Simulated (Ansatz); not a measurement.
According to plane-wave PAW PBEsol (Ansatz code), AlCo$_{3}$B in the anti-perovskite structure (Pm-3m) relaxes to a = 3.723 Å. Al has 12 nearest neighbours from 2.63 Å (cuboctahedral); B has 6 nearest neighbours from 1.86 Å (octahedral). Its formation energy from the elements is -28 kJ/mol of atoms, with no fitted shifts.

Electronic character: metallic (no gap). The magnetic state found is ferromagnetic. The net moment is 0.21 μB per atom.

An equation-of-state fit gives a bulk modulus of 221 GPa. The elastic constants imply a Debye temperature near 642 K.

The start of the workflow was typed in or built on a structure type; neither database checked (COD, Materials Project) lists it. Its standing as an ambient phase is unchecked. Symmetry was held in the PBEsol relaxation; whether a distortion lowers the energy is not shown. Magnetic state: ferromagnetic, the only order run, not a proven ground state. The volume moved by -17 % from the start of the relaxation. As this level gives no gap, shear constants depend on the k-mesh and smearing (Fermi–Dirac, 0.1 eV here). The references are the lowest solids computed at this level, not always the standard phases.

Potentials: the later of the program's two PAW sets.
